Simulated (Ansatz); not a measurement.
# KLuS2: computed DOS

Space group R-3m:H (No. 166). a = 3.949 Å, b = 3.949 Å, c = 21.871 Å, α = 90.00°, β = 90.00°, γ = 120.00°
```
atom  site  symmetry       x       y       z
   K    3a       -3m  0.0000  0.0000  0.0000
  Lu    3b       -3m  0.3333  0.6667  0.1667
   S    6c        3m  0.0000  0.0000  0.2337
```

The runs use the primitive cell with vectors (1.975, 1.140, 7.290), (-1.975, 1.140, 7.290), (0.000, -2.280, 7.290) Å, to which the k mesh refers.

The geometry is COD entry 2105802, unchecked; take it as a test cell.

Spin–orbit coupling is left out, though it moves levels of the heavy atoms by tenths of an eV or more.

Computed with DFT, LDA, all-electron LAPW, scalar-relativistic (Ansatz 0.2.0).

Sampling and basis: a Γ-centred 7×7×7 k mesh, Fermi–Dirac smearing of 0.01 eV, basis error target 1 meV/atom, no spin polarisation.

Which of the resolved shells contributes most in the top eV of the valence band?

S 3p, with 90 % of all states there; Lu 5d follows with 4 %.

Where is the centre of the filled Lu 4f states between -13 eV and the top of the filled states?

-3.81 eV from the valence-band top.

Tabulate the density of states.

States per eV and cell, averaged over 0.4 eV, from -4.1 to 5.3 eV, with energies (bin centres) from the valence-band top; empty bins are left out. The partial columns, the largest 4 alone, are projections on Löwdin-orthogonalised atomic shells (those that the program's projection atoms carry: the occupied ones and, for some elements, an empty d or f shell; other empty shells have no column), summed over atoms of an element. Weights on diffuse s and p shells depend on that basis and aren't pure angular character.
| E (eV) | total | Lu 4f | S 3p | Lu 5d | K 4s |
| --- | --- | --- | --- | --- | --- |
| -4.0 | 15.61 | 15.16 | 0.35 | 0.03 | 0.01 |
| -3.6 | 19.65 | 19.33 | 0.21 | 0.06 | 0.01 |
| -3.2 | 2.69 | 0.14 | 1.69 | 0.38 | 0.03 |
| -2.8 | 2.04 | 0.08 | 1.34 | 0.26 | 0.03 |
| -2.4 | 4.32 | 0.02 | 3.41 | 0.58 | 0.13 |
| -2.0 | 1.99 | 0.02 | 1.48 | 0.37 | 0.04 |
| -1.6 | 7.88 | 0.06 | 6.04 | 1.51 | 0.05 |
| -1.2 | 3.99 | 0.05 | 3.40 | 0.34 | 0.03 |
| -0.8 | 4.57 | 0.07 | 4.09 | 0.22 | 0.04 |
| -0.4 | 2.00 | 0.03 | 1.84 | 0.06 | 0.02 |
| 0.0 | 0.25 | 0.00 | 0.24 | 0.01 | 0.00 |
| 2.4 | 0.49 | 0.00 | 0.04 | 0.34 | 0.03 |
| 2.8 | 1.48 | 0.00 | 0.16 | 1.05 | 0.08 |
| 3.2 | 2.37 | 0.00 | 0.22 | 1.68 | 0.13 |
| 3.6 | 1.21 | 0.00 | 0.09 | 0.85 | 0.08 |
| 4.0 | 2.03 | 0.00 | 0.17 | 1.36 | 0.20 |
| 4.4 | 2.94 | 0.00 | 0.31 | 1.70 | 0.33 |
| 4.8 | 3.01 | 0.00 | 0.22 | 1.64 | 0.29 |
| 5.2 | 4.63 | 0.00 | 0.27 | 2.29 | 0.44 |
